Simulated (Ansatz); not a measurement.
A geometry of Sc3In away from equilibrium: step 2 of the relaxation of a relaxed Sc3In cell with every coordinate shifted by Gaussian noise of σ = 0.3 Å. The numbers are results of r2SCAN (plane waves to 500 eV, PAW, scalar-relativistic; Ansatz, a program for electronic structure), not measurements. Γ-centred k-mesh 7×7×7 on the run's cell (coarser than for final values), Fermi–Dirac smearing 0.05 eV.

```
Sc3In
1.0
    4.55911    -0.00897     0.01134
   -0.00897     4.53592     0.01549
    0.01134     0.01549     4.53009
Sc In
3 1
Direct
  0.44088   0.50988   0.99817
  0.95001   0.52575   0.50352
  0.46150   0.01263   0.52137
  0.95602   0.99358   0.97817
```

### Question
Which atoms carry the largest force, and which way does it point?

### Answer
0.76 eV/Å, on In4 (atoms numbered as listed); on In4 its components are (-0.10, 0.46, 0.60).

### Question
What is the pressure?

### Answer
-0.2 GPa, compression positive.

### Question
How far above the relaxed end point is this geometry?

### Answer
0.03 eV/atom; the path ends in Pm-3m (No. 221) (Cu3Au type).

No spin polarisation in the result. A magnetic state may lie lower.

The cell that was disturbed is our relaxation of an entry of Materials Project.
